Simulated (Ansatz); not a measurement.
V:
```
CELL_PARAMETERS angstrom
      0.00000     2.45038     2.45038
      2.45038     0.00000     2.45038
      2.45038     2.45038     0.00000
ATOMIC_POSITIONS crystal
  V  0.00000 0.00000 0.00000
  V  0.50000 0.50000 0.50000
```
Starting moments (μB, in the order of the atoms V V): 0.9 -0.9.

Relaxed with r²SCAN. Special points in fractions of this cell's reciprocal vectors: Γ (0.000, 0.000, 0.000); X (0.500, 0.000, 0.500); U (0.625, 0.250, 0.625); K (0.375, 0.375, 0.750); L (0.500, 0.500, 0.500); W (0.500, 0.250, 0.750).

List the band energies nearest the Fermi level at these points for DFT-r²SCAN in the program Ansatz with PAW potentials.

In eV from the Fermi level; about four levels below and three above (degenerate sets whole), none deeper than 8.9 eV; points with the same levels are listed once.

```tsv
k	below	above
Γ ↑	-2.47 -2.47 -1.96 -1.96 -1.96	3.79 3.79 3.79
X ↑	-2.59 -1.68 -0.82 -0.56	1.58 1.58 2.33 2.33
U ↑	-1.81 -1.62 -1.08 -0.96	1.02 2.27 2.46
L ↑	-3.04 -2.86 -0.56 -0.56	0.46 0.46 1.14 1.14
W ↑	-2.53 -2.53 -1.87 -1.23 -0.02	1.01 1.65 2.24
```

Space group Pm-3m (simple cubic). A made-up cell: these elements were put on the sites of a structure type; neither database checked (COD, Materials Project) lists it. It is not the phase usual at ambient conditions (space group No. 229). The cell was relaxed with r²SCAN under the symmetry of its start, as lowered by the spin order. At this level the phase is mechanically unstable. Spin order of the final state: antiferromagnetic, chosen from 3 collinear starts compared on coarse meshes (ties went to the first, and starts can fall back to one state), not a proven ground state. Other orbital occupations within this spin state were not tried. Point labels and valley counts follow the cell and symmetry of the run, lower than the named group.

Potentials: the later of the program's two PAW sets.
